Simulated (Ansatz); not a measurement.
Input:

InP:
```yaml
crystal:
  lattice:
    - [4.17272, 0.00000, 0.00000]
    - [-2.08636, 3.61368, 0.00000]
    - [0.00000, 0.00000, 13.66442]
  atoms:
    - { symbol: In, position: [0.66667, 0.33333, 0.00001] }
    - { symbol: P, position: [0.66667, 0.33333, 0.18770] }
    - { symbol: In, position: [0.00000, 0.00000, 0.25011] }
    - { symbol: P, position: [0.00000, 0.00000, 0.43718] }
    - { symbol: In, position: [0.33333, 0.66667, 0.50001] }
    - { symbol: P, position: [0.33333, 0.66667, 0.68770] }
    - { symbol: In, position: [0.00000, 0.00000, 0.75011] }
    - { symbol: P, position: [0.00000, 0.00000, 0.93718] }
```

This is the r²SCAN-relaxed structure. Cartesian axes are those of the cell as given.

Task: All from the program Ansatz at the r²SCAN level (PAW), unless another level is named. Give the hole effective mass, band 1 of 2 at the edge.

Result: 1.1 along x, 1.00 along z (mₑ).

Task: Predict the valence-band maximum.

Result: at Γ.

Task: And the weight of the conduction-edge state by species (Voronoi cells)?

Result: In 57 %, P 43 %.

Space group P6_3mc. The start of the workflow was typed in or built on a structure type; the Crystallography Open Database copy checked does not list it. It is not the phase usual at ambient conditions (space group No. 216). Symmetry was held in the r²SCAN relaxation; its stability against distortions is not shown here. Spin–orbit coupling is left out wherever it is not named.

Potentials: the later of the program's two PAW sets.

Edges and masses are those of Kohn–Sham bands, whose gap is no quasiparticle gap.
